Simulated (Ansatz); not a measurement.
Data:

Hf$_{2}$Cu:
```cif
data_Cu2Hf4
_chemical_formula_sum 'Hf4 Cu2'
_space_group_name_H-M_alt 'I4/mmm'
_space_group_IT_number 139
_space_group_name_Hall '-I 4 2'
_cell_length_a 3.15881
_cell_length_b 3.15881
_cell_length_c 11.14083
_cell_angle_alpha 90.000
_cell_angle_beta 90.000
_cell_angle_gamma 90.000
loop_
_atom_site_label
_atom_site_type_symbol
_atom_site_symmetry_multiplicity
_atom_site_Wyckoff_symbol
_atom_site_fract_x
_atom_site_fract_y
_atom_site_fract_z
_atom_site_occupancy
Hf1 Hf 4 e 0.00000 0.00000 0.34401 1
Cu1 Cu 2 a 0.00000 0.00000 0.00000 1
```
(The calculation used a cell of 3 atoms; values per cell refer to that cell.)

This is the r²SCAN-relaxed structure.

Problem. All from r²SCAN in the plane-wave PAW code Ansatz, unless another level is named. Predict the density of states at the Fermi level.

Solution. 0.47 states/eV per atom (mean over ±0.08 eV).

Problem. Predict the formation energy from the elements (no fitted shifts).

Solution. -0.15 eV/atom.

The workflow started from a Materials Project entry (that database holds measured and hypothetical structures alike); the Crystallography Open Database files this formula in space group No. 139, but the cells were not matched. Its standing as an ambient phase is unchecked. Symmetry was held in the r²SCAN relaxation; its stability against distortions is not shown here. No spin polarisation was allowed. The references are the lowest solids computed at this level, not always the standard phases. Scalar-relativistic: spin–orbit coupling is off unless named, which matters more the heavier the elements.

Potentials: the later of the program's two PAW sets.
